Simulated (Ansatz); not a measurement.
### Question
Each is relaxed and computed with the program Ansatz at the PBEsol level (PAW). Which is the only metal?
(A) Si3N4, Fd-3m (Si on 16c, Si on 8b, N on 32e)
(B) Si2Ni, fluorite or antifluorite type
(C) SiGe, wurtzite
(D) SiBCN, P3m1 (B on 1b, Si on 1c, C on 1b, N on 1c)

### Answer
B, Si2Ni, fluorite or antifluorite type. Si2Ni: metal; SiBCN: gap 2.40 eV (indirect); SiGe: gap 0.35 eV (indirect); Si3N4: gap 3.29 eV (indirect). Typed or built starts, not in the databases checked: SiBCN, P3m1 (B on 1b, Si on 1c, C on 1b, N on 1c). Standing as an ambient phase not checked: SiGe, wurtzite. All cells were relaxed under the symmetry of their starts (and spin orders); stability against distortions was not tested throughout. Named crystals with no word on spin ran without spin polarisation. Scalar-relativistic: spin–orbit coupling is off unless named, which matters more the heavier the elements.

Potentials: the earlier of the program's two PAW sets. The files were generated under PBE; for other functionals the program regenerates the frozen cores, and for LDA and PBEsol the local potential too.
